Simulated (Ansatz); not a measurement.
These are results of DFT PBE, scalar-relativistic, plane waves, PAW (Ansatz 0.2.0), not measurements. All cells share a 420 eV cutoff and Γ-centred k meshes spaced at most about 0.3 Å⁻¹ (about 0.25 or finer for metals, 2π included). Collinear spin in cells that started with moments and kept them past the coarse steps, no spin elsewhere.

All energies are static (0 K, no zero-point motion). All come from trial cells, and lower structures may exist.

Problem. These unrelaxed guesses for Ti₃CuBr are each relaxed within their symmetry. Order them by the energy at which they end, lowest first.
A.

Space group Pm-3m (No. 221). a = 4.399 Å, b = 4.399 Å, c = 4.399 Å, α = 90.00°, β = 90.00°, γ = 90.00°
| atom | site | symmetry | x | y | z |
| --- | --- | --- | --- | --- | --- |
| Ti | 3c | 4/mm.m | 0.0000 | 0.5000 | 0.5000 |
| Cu | 1a | m-3m | 0.0000 | 0.0000 | 0.0000 |
| Br | 1b | m-3m | 0.5000 | 0.5000 | 0.5000 |

B.

Space group P4/mmm (No. 123). a = 4.707 Å, b = 4.707 Å, c = 4.806 Å, α = 90.00°, β = 90.00°, γ = 90.00°
| atom | site | symmetry | x | y | z |
| --- | --- | --- | --- | --- | --- |
| Ti | 2e | mmm. | 0.0000 | 0.5000 | 0.5000 |
| Ti | 1a | 4/mmm | 0.0000 | 0.0000 | 0.0000 |
| Cu | 1b | 4/mmm | 0.0000 | 0.0000 | 0.5000 |
| Br | 1d | 4/mmm | 0.5000 | 0.5000 | 0.5000 |

C.

Space group Pm-3m (No. 221). a = 4.408 Å, b = 4.408 Å, c = 4.408 Å, α = 90.00°, β = 90.00°, γ = 90.00°
| atom | site | symmetry | x | y | z |
| --- | --- | --- | --- | --- | --- |
| Ti | 3c | 4/mm.m | 0.0000 | 0.5000 | 0.5000 |
| Cu | 1b | m-3m | 0.5000 | 0.5000 | 0.5000 |
| Br | 1a | m-3m | 0.0000 | 0.0000 | 0.0000 |

Solution. B (ends in P4/mmm, 0 meV/atom), C (ends in Pm-3m, antiperovskite type, 87 meV/atom), A (ends in Pm-3m, antiperovskite type, 116 meV/atom). Even the lowest end lies +0.57 eV/atom against the elements.

No Hubbard U is applied to the 3d shell of Cu. The magnetic state reached may not be the lowest. Cells relaxed within their symmetry can be saddle points. Some candidate types were left out of the draw beforehand, so a known form may be missing.
